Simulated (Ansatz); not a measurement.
A: AlAs (zinc blende), a = b = c = 5.728 Å, α = β = γ = 90.00°
B: GaP (zinc blende), a = 5.506 Å, b = 5.506 Å, c = 5.506 Å, α = 90.00°, β = 90.00°, γ = 90.00°
C: CdTe (zinc blende), a = 6.6186 Å, b = 6.6186 Å, c = 6.6186 Å, α = 90.00°, β = 90.00°, γ = 90.00°
D: InAs (zinc blende), a = b = c = 6.187 Å, α = β = γ = 90.00°
E: BaTiO3 (cubic perovskite), a = b = c = 4.019 Å, α = β = γ = 90.00°

Scan: energy over volume and axial ratio (atoms clamped). One method and one kind of scan serve all of them; meshes and ranges differ. All were relaxed with their symmetry unable to fall. At this level the bands of InAs touch or barely overlap; measurements give the solid a gap. BaTiO3 is run without spin polarisation. Spin-orbit coupling is left out. The PAW data are Ansatz's earlier set. This is a high-temperature form of BaTiO3.

Order them by shear modulus C′ = (C11 − C12)/2 (fitted) (highest first) at the level PBE (plane waves to 420 eV, PAW, scalar-relativistic; Ansatz, a program for electronic structure).

E (89 GPa), B (36 GPa), A (27 GPa), D (16 GPa), C (8 GPa)

(A scan under strain: stresses follow from slopes of the energy per volume, elastic moduli from its curvatures.)
